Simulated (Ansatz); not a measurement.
**NaCl, first-principles data**

NaCl (CsCl type, space group No. 221), a = b = c = 3.3689 Å, α = β = γ = 90.00°.

Space group Pm-3m (No. 221), CsCl type; conventional cell a = b = c = 3.369 Å, α = β = γ = 90.00°.

Method: the program Ansatz at the LDA level (PAW). The cell and atoms are relaxed at this level. Other levels are named where they apply.

**Cell and energy**

```json
{
  "volume_per_atom": "19.12 Å³",
  "density": "2.54 g/cm³",
  "Formation energy from the elements (no fitted shifts)": "-164 kJ/mol of atoms"
}
```

**Electronic structure**

```json
{
  "band_gap": "4.01 eV (indirect)",
  "valence_band_maximum": "at M",
  "conduction_band_minimum": "at Γ",
  "smallest_direct_gap_on_the_standard_path": "4.62 eV",
  "electron_effective_mass": "0.34 mₑ (isotropic)",
  "hole_effective_mass": "0.45, 3.8, 3.8 mₑ (principal values)"
}
```

**Mechanics**

```json
{
  "Bulk modulus (Birch–Murnaghan fit)": "34.9 GPa",
  "Pressure derivative B′": "4.7",
  "Elastic constants (relaxed ions, GPa)": "C11 = 95.2, C12 = 4.7, C44 = -0.1",
  "mechanical_stability": "marginal (the smallest eigenvalue of C is near zero)"
}
```

**Dielectric response**

```json
{
 "Electronic dielectric constant ε∞ (DFPT)": "2.89",
 "Static dielectric constant ε0 (ions relaxed, cell fixed)": "12.7",
 "Born charges (a third of the trace)": "Na +1.17, Cl -1.17 e"
}
```

**Phonons**

```json
{
 "Highest zone-centre frequency (without LO–TO term)": "113 cm^-1",
 "zone_centre_stability": "no imaginary mode at Γ",
 "dynamical_stability_on_the_path": "unstable, down to 77i cm⁻¹"
}
```

This is a known high-pressure phase of the composition, computed here at zero pressure and temperature. The LDA relaxation kept the symmetry of its start. The references are the lowest solids computed at this level, not always the standard phases (solids in place of the gases).

Potentials: the earlier of the program's two PAW sets. The files were generated under PBE; for other functionals the program regenerates the frozen cores, and for LDA and PBEsol the local potential too.
